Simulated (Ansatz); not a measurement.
## Ti3RuO8: phonons across the zone

These are results of DFT PBE, scalar-relativistic, plane waves, PAW in Ansatz 0.2.0, not measurements. Cutoff 420 eV, 10×10×4 k-points (Γ-centred), Fermi-Dirac smearing of 0.15 eV. No spin polarisation. Phonons by linear response, acoustic sum rule imposed.

Relaxed structure:
```
Ti Ru O
1.0
     3.80274    0.00000    0.00000
     0.00000    3.80274    0.00000
     0.00000    0.00000    9.84060
Ti Ru O
3 1 8
Direct
  0.00000 0.50000 0.24515
  0.50000 0.00000 0.75485
  0.50000 0.50000 0.00000
  0.00000 0.00000 0.50000
  0.00000 0.00000 0.70830
  0.50000 0.50000 0.20296
  0.00000 0.50000 0.45150
  0.50000 0.00000 0.95726
  0.00000 0.00000 0.29170
  0.50000 0.50000 0.79704
  0.00000 0.50000 0.04274
  0.50000 0.00000 0.54850
```

It was reached by relaxing an invented guess, and it needn't be the stable form of this composition. In a metal, frequencies and elastic constants depend on the k mesh and the smearing, soft modes and shear constants most. The q mesh is coarse, so values between its points are rough.

Force constants from linear response on a 2×2×1 q mesh.

Path: Γ–X–M–Γ–Z–R–A–Z | X–R | M–A. Only the points of the 2×2×1 mesh were computed; the rest is interpolation, which is rough on so few points. On the mesh no mode is imaginary. Distance along the path (Å⁻¹), then the branches (cm⁻¹, negative for imaginary):
```
0.000  0 0 0 52 52 72 72 130 130 156 156 200 200 200 239 239 241 260 260 340 356 383 383 424 434 434 463 468 489 496 566 587 604 604 610 610
0.206  -35 35 55 84 90 104 131 134 165 168 170 204 205 224 244 255 261 261 275 337 362 380 394 404 430 444 472 474 488 512 551 572 604 609 620 644
0.413  55 58 70 99 133 138 158 176 181 205 213 216 232 256 260 266 277 279 302 371 372 389 396 405 422 441 457 474 490 518 577 602 602 606 647 700
0.620  60 90 104 106 134 147 186 193 202 220 228 244 256 263 268 269 275 306 336 360 375 401 409 412 429 435 456 467 485 501 600 603 608 673 690 741
0.826  62 100 104 127 135 141 189 206 213 221 232 256 258 266 268 273 285 310 353 355 362 400 407 412 425 436 462 472 491 498 599 602 617 698 720 754
1.033  92 107 113 131 166 178 178 203 207 210 244 249 268 285 286 293 299 312 351 362 369 402 406 414 431 440 473 477 495 495 590 600 620 711 723 751
1.239  99 117 134 142 151 156 181 183 242 258 259 283 300 302 318 322 326 328 348 357 388 406 414 422 432 441 474 485 508 528 572 598 626 730 735 758
1.446  95 114 116 128 148 160 169 180 273 278 279 304 319 323 331 341 343 345 354 360 403 408 431 435 442 444 471 472 530 538 572 597 633 747 753 777
1.652  79 113 113 115 156 161 161 185 276 288 288 313 322 322 334 335 352 352 361 367 409 409 431 438 454 458 458 476 534 534 574 597 637 762 762 783
1.944  97 111 127 130 141 168 170 181 268 269 272 303 307 316 330 338 339 344 347 356 402 405 428 433 438 440 466 469 533 536 571 596 628 728 743 771
2.236  40 100 134 140 150 164 179 221 222 224 237 249 271 275 282 301 305 317 334 369 382 395 401 404 427 446 462 485 522 527 553 597 600 655 692 725
2.529  -54 50 103 105 129 138 141 163 166 169 194 201 225 235 259 262 266 269 290 332 366 389 391 401 424 461 469 488 492 515 548 552 606 620 636 657
2.821  0 0 0 52 52 72 72 130 130 156 156 200 200 200 239 239 241 260 260 340 356 383 383 424 434 434 463 468 489 496 566 587 604 604 610 610
2.900  14 14 27 52 52 71 71 130 130 156 156 192 200 200 237 237 247 262 262 337 361 383 383 422 434 434 455 474 489 499 560 591 604 604 610 610
2.980  27 27 52 52 54 68 68 130 130 156 156 176 200 200 233 233 258 265 265 325 378 383 383 419 434 434 446 480 489 496 558 594 604 604 610 610
3.060  38 38 52 52 63 63 78 130 130 156 156 157 200 200 230 230 268 268 273 308 382 382 402 418 434 434 439 476 485 490 567 591 604 604 610 610
3.140  44 44 51 51 59 59 91 130 130 146 157 157 200 200 229 229 270 270 289 292 382 382 417 420 434 434 437 462 487 490 575 586 604 604 610 610
3.346  43 50 65 67 96 114 119 131 168 170 171 193 205 208 234 256 271 273 297 300 379 381 398 420 431 433 456 484 491 502 549 574 604 609 620 646
3.553  56 78 84 87 128 133 162 170 194 207 216 217 234 240 245 273 275 291 322 344 371 377 397 422 425 440 454 480 489 513 579 599 602 606 647 701
3.760  60 96 100 114 134 140 181 206 220 221 228 240 244 247 260 277 295 309 342 355 359 395 406 412 426 441 464 474 483 492 600 603 608 677 688 741
3.966  62 100 104 129 135 141 187 217 225 228 232 240 243 266 268 274 299 317 348 352 356 395 407 413 423 437 468 476 486 495 599 602 616 702 721 751
4.173  102 109 117 132 163 174 178 192 222 227 234 239 269 288 290 292 302 316 344 354 369 400 406 417 425 450 474 476 492 493 591 601 620 713 723 749
4.379  114 125 136 147 154 158 170 174 248 257 261 285 305 306 316 318 324 325 338 346 397 408 413 421 427 454 472 479 508 528 574 598 626 729 735 758
4.586  99 124 131 138 146 150 159 181 275 281 282 300 322 326 330 334 342 343 346 353 409 411 425 438 443 452 467 473 530 539 572 597 633 747 753 778
4.792  82 122 127 127 151 151 156 188 277 290 290 306 320 320 340 343 350 352 352 361 408 408 429 447 451 459 459 477 534 534 574 597 637 762 762 783
5.084  111 117 135 139 153 155 158 176 269 276 277 295 313 326 327 329 334 336 340 348 403 418 424 434 437 450 460 467 533 537 571 596 629 725 744 772
5.376  72 122 126 137 156 159 187 190 225 227 252 253 270 271 288 301 303 313 332 349 377 384 407 424 435 440 467 477 526 526 556 586 616 643 694 726
5.668  -12 79 84 99 132 135 136 166 174 183 187 203 207 223 252 271 273 277 302 308 371 390 391 409 429 448 482 485 491 511 541 555 610 612 638 660
5.960  44 44 51 51 59 59 91 130 130 146 157 157 200 200 229 229 270 270 289 292 382 382 417 420 434 434 437 462 487 490 575 586 604 604 610 610
6.000  62 100 104 127 135 141 188 206 214 221 232 256 257 266 268 273 286 310 353 354 361 400 407 412 425 436 462 472 491 498 599 602 617 698 720 754
6.080  62 100 104 128 135 141 188 209 217 221 232 253 253 266 268 273 290 312 353 353 359 399 407 413 424 436 464 473 490 497 599 602 616 700 720 753
6.160  62 100 104 128 135 141 188 214 222 222 232 246 248 266 268 273 295 315 350 352 357 396 407 413 424 436 466 474 488 496 599 602 616 701 721 752
6.240  62 100 104 129 135 141 187 217 224 227 232 241 244 266 268 274 298 317 348 352 356 395 407 413 423 437 468 476 486 495 599 602 616 702 721 751
6.280  79 113 113 115 156 161 161 185 276 288 288 313 322 322 334 335 352 352 361 367 409 409 431 438 454 458 458 476 534 534 574 597 637 762 762 783
6.359  80 115 115 116 156 160 160 186 276 288 288 312 322 322 335 337 352 352 361 364 409 409 431 440 454 458 458 477 534 534 574 597 637 762 762 783
6.439  81 118 119 119 156 157 157 187 276 289 289 309 321 321 337 340 352 352 358 361 409 409 430 443 453 458 458 477 534 534 574 597 637 762 762 783
6.519  82 120 124 124 153 153 156 188 276 290 290 306 320 320 339 342 352 352 352 361 409 409 429 446 452 459 459 477 534 534 574 597 637 762 762 783
6.599  82 122 127 127 151 151 156 188 277 290 290 306 320 320 340 343 350 352 352 361 408 408 429 447 451 459 459 477 534 534 574 597 637 762 762 783
```
